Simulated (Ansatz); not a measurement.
Relaxed-ion elastic tensor of AlPt (rock salt, Fm-3m) in GPa (Voigt order), r²SCAN (plane waves, PAW; program Ansatz); density 11.15 g/cm³, 16.53 Å³ per atom.

|  | 1 | 2 | 3 | 4 | 5 | 6 |
|---|---|---|---|---|---|---|
| 1 | 278 | 81.3 | 81.3 | 0.0 | 0.0 | 0.0 |
| 2 | 81.3 | 278 | 81.3 | 0.0 | 0.0 | 0.0 |
| 3 | 81.3 | 81.3 | 278 | 0.0 | 0.0 | 0.0 |
| 4 | 0.0 | 0.0 | 0.0 | 4.5 | 0.0 | 0.0 |
| 5 | 0.0 | 0.0 | 0.0 | 0.0 | 4.5 | 0.0 |
| 6 | 0.0 | 0.0 | 0.0 | 0.0 | 0.0 | 4.5 |

Task: Is the crystal mechanically stable?

Result: Yes: the smallest eigenvalue of C is 4.5 GPa.

Task: Work out the Voigt and Reuss bounds. Is their mean of use?

Result: K_V = 147, K_R = 147; G_V = 41.9, G_R = 7.2 GPa. The bounds lie so far apart that a Hill average or a Debye temperature from it would say little.

The start of the workflow was typed in or built on a structure type; neither database checked (COD, Materials Project) lists it. Whether it is the stable phase at ambient conditions was not checked. The cell was relaxed with r²SCAN under the symmetry of its start; its stability against distortions is not shown here. The run is not spin-polarised. As this level gives no gap, shear constants depend on the k-mesh and smearing (Fermi–Dirac, 0.1 eV here). Spin–orbit coupling is left out wherever it is not named.

Potentials: the earlier of the program's two PAW sets.
